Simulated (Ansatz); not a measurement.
# What DFT gives for YbSi$_{2}$Pd$_{2}$

```
Pd Yb Si
1.0
     0.00000    4.19612    0.00000
     4.19612    0.00000    0.00000
     2.09806    2.09806   -4.91848
Pd Yb Si
2 1 2
Direct
  0.75000 0.25000 0.50000
  0.25000 0.75000 0.50000
  0.00000 0.00000 0.00000
  0.37500 0.37500 0.25000
  0.62500 0.62500 0.75000
```

Single point in Ansatz 0.2.0 with r2SCAN, no spin polarisation. Cutoff 500 eV, PAW datasets, 6×6×6 Γ-centred k mesh, fermi-dirac filling (width 0.1 eV).

What does the stress say?

The pressure is -0.9 GPa (compression positive), so with the atoms held at these fractions the cell would first shrink. The principal stresses -1.7, -0.6, -0.6 GPa differ, so its shape would change too.

Metal or insulator?

It is a metal, with about 3.6 states/eV a cell as the mean within 0.25 eV of the Fermi level, mostly Yb f (33 %), Si p (26 %) and Pd d (18 %).

Is it stable against the elements?

-0.87 eV an atom against the elements' usual phases (free molecules for gases, crystals otherwise, with no correction for O₂ or N₂), so it is bound against them; other compounds may still compete. Relaxing would lower it.

Which atom feels the largest force, and which way?

The largest is on Si4 (and as large on other atoms): 0.71 eV/Å, components (0.00, 0.00, 0.71). It makes 120° with the line to a nearest neighbour, Pd1 at 2.43 Å.

Which element gives electrons and which takes them?

Bader charges in e: Yb +1.53, Si +0.11, Pd -0.87. In the mean Yb gives up most and Pd takes most.

Origin: a known structure type with other elements, at an estimated volume, so it need not be a known compound. Caveats: no spin polarisation, so a magnetic state may lie lower; f levels without a U or exact exchange are poorly placed.
